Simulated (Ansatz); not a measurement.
BaHI (space group P4/nmm)

```yaml
crystal:
  lattice:
    - [4.62120, 0.00000, 0.00000]
    - [0.00000, 4.62120, 0.00000]
    - [0.00000, 0.00000, 7.39323]
  atoms:
    - { symbol: Ba, position: [0.50000, 0.00000, 0.82632] }
    - { symbol: Ba, position: [0.00000, 0.50000, 0.17368] }
    - { symbol: H, position: [0.50000, 0.50000, 0.00000] }
    - { symbol: H, position: [0.00000, 0.00000, 0.00000] }
    - { symbol: I, position: [0.00000, 0.50000, 0.66062] }
    - { symbol: I, position: [0.50000, 0.00000, 0.33938] }
```

A phonon eigenvector at Γ is frozen into this cell: atom i moves by Q times the vector below, so Q is the largest atomic displacement, in Å. The cell is held. It is one choice among 3 degenerate patterns.

```
atom      x      y       z
----  -----  -----  ------
H3    0.000  0.000  -1.000
H4    0.000  0.000   1.000
```

Atoms not listed stay in place.

These are LDA (plane waves to 420 eV, PAW, scalar-relativistic; Ansatz, an electronic-structure program) values and carry that method's errors. k mesh 7×7×5 (Γ-centred), Fermi-Dirac smearing 0.05 eV. The energy includes the smearing's −TS. BaHI was relaxed with its symmetry unable to fall. Spin-orbit coupling is left out, though I is heavy. ΔE is measured from the undisplaced structure.

```
Q (Å)    ΔE (meV/cell)
-------  -------------
-0.2800          156.9
-0.2333          109.2
-0.1867           70.0
-0.1400           39.5
-0.0933       withheld
-0.0467            4.4
0.0000             0.0
0.0467             4.4
0.0933        withheld
0.1400            39.5
0.1867            70.0
0.2333           109.2
0.2800           156.9
```

Problem. Fit an even polynomial form (powers 2, 4) to the given rows and predict ΔE at Q = 0.0933.

Solution. Least squares on the 11 given rows: ΔE = (2017)·Q² + (-194.6)·Q⁴, in meV/cell with Q in Å; root-mean-square residual 0.04 meV/cell. At 0.0933 the fit gives 17.5 meV/cell; the calculation gives 17.6 meV/cell, so the interpolation is off by -0.1 (-0.6 %). The quadratic term alone would give 17.6 meV/cell.

(For displaced atoms, the force is minus the slope of the energy, and its curvature is a force constant, which sets phonon frequencies.)
